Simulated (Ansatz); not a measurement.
ZnGe$_{2}$O:
```yaml
crystal:
  lattice:
    - [1.84422, 1.06476, 6.35479]
    - [-1.84422, 1.06476, 6.35479]
    - [0.00000, -2.12952, 6.35479]
  atoms:
    - { symbol: Zn, position: [0.97625, 0.97625, 0.97625] }
    - { symbol: O, position: [0.86966, 0.86966, 0.86966] }
    - { symbol: Ge, position: [0.52074, 0.52074, 0.52074] }
    - { symbol: Ge, position: [0.38332, 0.38332, 0.38332] }
```

Relaxed with PBE. Special points in fractions of this cell's reciprocal vectors: Γ (0.000, 0.000, 0.000); T (0.500, 0.500, 0.500); H2 (0.815, 0.185, 0.500); H0 (0.500, -0.185, 0.185); L (0.500, 0.000, 0.000); S0 (0.343, -0.343, 0.000); S2 (0.657, 0.000, 0.343); F (0.500, 0.000, 0.500).

Question: List the band energies nearest the Fermi level at these points for plane-wave PAW PBE (Ansatz code).

Answer: In eV from the Fermi level; about four levels below and three above (degenerate sets whole), none deeper than 8.9 eV; points with the same levels are listed once.

| k | below | above |
|---|---|---|
| Γ | -5.31 -4.64 -4.64 -1.68 | 2.70 2.70 4.16 |
| T | -5.05 -4.64 -4.64 -1.65 | 1.55 2.52 2.52 |
| H2 | -4.88 -3.23 -2.39 -1.78 | 0.36 1.74 2.61 |
| L | -4.77 -4.14 -3.31 -0.74 | 0.82 2.06 2.88 |
| S0 | -4.90 -3.24 -2.45 -1.80 | 0.35 1.94 2.54 |
| F | -5.32 -3.31 -2.26 -0.94 | 0.98 1.39 2.27 |

Space group R3m. The start of the workflow was typed in or built on a structure type; neither database checked (COD, Materials Project) lists it. Its standing as an ambient phase is unchecked. The PBE relaxation kept the symmetry of its start; its stability against distortions is not shown here. The volume moved by 30 % from the start of the relaxation. Spin–orbit coupling is left out wherever it is not named.

Potentials: the earlier of the program's two PAW sets.
